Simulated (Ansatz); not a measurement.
## SiO2 — quadrupolar parameters

The cell is a structure deposited in the COD, taken as it stands.

```cif
data_SiO2
_symmetry_space_group_name_H-M 'P4_12_12'
_symmetry_Int_Tables_number 92
_cell_length_a 4.9860
_cell_length_b 4.9860
_cell_length_c 6.9770
_cell_angle_alpha 90.000
_cell_angle_beta 90.000
_cell_angle_gamma 90.000
loop_
_atom_site_label
_atom_site_type_symbol
_atom_site_symmetry_multiplicity
_atom_site_Wyckoff_symbol
_atom_site_fract_x
_atom_site_fract_y
_atom_site_fract_z
Si Si 4 a 0.2988 0.2988 0.0000
O O 8 b 0.2408 0.1017 0.1766
```

One atom of each set is listed.

Computed with Ansatz: DFT, PBE, plane waves and PAW, scalar-relativistic, 420 eV cutoff, Γ-centred 5×5×4 k-points, Fermi–Dirac smearing 0.02 eV.

Conventions: |V_zz| ≥ |V_yy| ≥ |V_xx|, η = (V_xx − V_yy)/V_zz, C_Q = eQV_zz/h.

¹⁷O: I = 5/2, Q = -25.58 mb. Q values from Pyykkö, Mol. Phys. 116, 1328 (2018).

```json
{"site": "Si", "atoms": "4", "first shell": "4 O at 1.60–1.61 Å", "V_zz (10²¹ V/m²)": "-0.34", "η": "0.49", "C_Q (MHz)": "–"}
{"site": "O", "atoms": "8", "first shell": "2 Si at 1.60–1.61 Å, angle 148°", "V_zz (10²¹ V/m²)": "9.21", "η": "0.12", "C_Q (MHz)": "-5.70"}
```

At O V_zz runs parallel to the line that joins its two neighbours (within 1°).

Si has no stable isotope with a ground-state quadrupole moment in the table, so no C_Q is given.

The calculated pressure of 7 GPa (PBE) comes largely from the unrelaxed atoms: it is 1.1 GPa once they are relaxed in the same cell. The largest force is 0.5 eV/Å, so the atoms aren't at the calculated equilibrium and relaxing them would move these values.

The run took 19 s of wall time (19 s of CPU time) and 0.54 GiB at its peak, on 1 thread of Intel Xeon Platinum 8259CL CPU @ 2.50GHz (Skylake/Cascade Lake) (x86_64; 44 cores open to the job, memory cap 2.5 GiB, no GPU), a shared host with a load of 0.6 a core.
